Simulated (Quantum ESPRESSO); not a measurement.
```
CELL_PARAMETERS angstrom
      5.39682     0.00000     0.00000
      0.00000     5.39682     0.00000
      0.00000     0.00000     5.39682
ATOMIC_POSITIONS crystal
  S  0.38538 0.11462 0.88538
  S  0.61462 0.88538 0.11462
  S  0.11462 0.88538 0.38538
  S  0.88538 0.11462 0.61462
  S  0.88538 0.38538 0.11462
  S  0.11462 0.61462 0.88538
  S  0.61462 0.61462 0.61462
  S  0.38538 0.38538 0.38538
  Fe 0.00000 0.50000 0.50000
  Fe 0.50000 0.50000 0.00000
  Fe 0.50000 0.00000 0.50000
  Fe 0.00000 0.00000 0.00000
```

The geometry is that of Materials Project entry mp-226, symmetrised and not relaxed again.

Question: What does PBEsol (Quantum ESPRESSO, PseudoDojo norm-conserving, 90 Ry, without SOC) give for the electronic structure near the Fermi level?

Answer: The PBEsol gap is indirect, 0.57 eV, from 33 % of the way from Γ to R to Γ; the smallest direct gap is 0.60 eV. Another valence extremum on the path lies within 0.02 eV, too close to call. The 3d shell has no Hubbard U; the runs are without spin polarisation, and magnetic order was not tried.
